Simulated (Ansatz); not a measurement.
**CrCoPt2 (P4/mmm): ferro- and antiferromagnetic starts**

```xyz
4
Lattice="3.8190 0.0000 0.0000 0.0000 3.8190 0.0000 0.0000 0.0000 3.7460" Properties=species:S:1:pos:R:3 pbc="T T T"
Cr    0.0000    0.0000    0.0000
Co    1.9095    1.9095    0.0000
Pt    0.0000    1.9095    1.8730
Pt    1.9095    0.0000    1.8730
```

Geometry: a structure as deposited in COD; nothing is relaxed.

Settings: LDA, 8×8×8 k mesh, Fermi–Dirac smearing of 0.05 eV. PAW means Ansatz 0.2.0 on its default frozen-core files; LAPW is all-electron LAPW in Ansatz 0.2.0. Site moments are integrated in spheres about the atoms, whose radii differ between the methods. Start moments of the first PAW run (μB): Cr1 3, Co2 2.

Energies count from the run that starts all moments parallel. Patterns list the atoms that start with 0.5 μB or more.

```csv
start,ΔF PAW (meV/atom),ΔF LAPW (meV/atom),"largest moment, PAW (μB)","M, PAW (μB/cell)","order at the end, PAW","P, PAW (GPa)"
"Cr1↑, Co2↑",0.0,0.0,2.46,1.14,changed,-14.1
"Cr1↑, Co2↓",0.0,0.0,2.46,1.14,kept,-14.1
no spin polarisation,?,–,0.00,0.00,–,-20.8
```

Q: Fill in "ΔF PAW (meV/atom)" for the row "no spin polarisation".

A: +118.3.

The lowest of these ends as follows. Site moments (μB): Cr1 2.46, Co2 -1.29, Pt3 -0.12, Pt4 -0.12. Cell moment 1.14 μB. Orders of other supercells weren't tried and can lie lower.

The start Cr1↑, Co2↑ ends so. Site moments (μB): Cr1 2.46, Co2 -1.29, Pt3 -0.12, Pt4 -0.12. Cell moment 1.14 μB.

The PAW files were made with PBE; the program remakes their cores once for the run's functional and then keeps them frozen. The Ansatz runs typed with the search for lower states off end where their start leads. Spin–orbit coupling is left out although heavy atoms are present. None of this fixes the real material's magnetic order: only patterns that fit the cell were computed, at zero temperature, with a functional that can overstate moments.
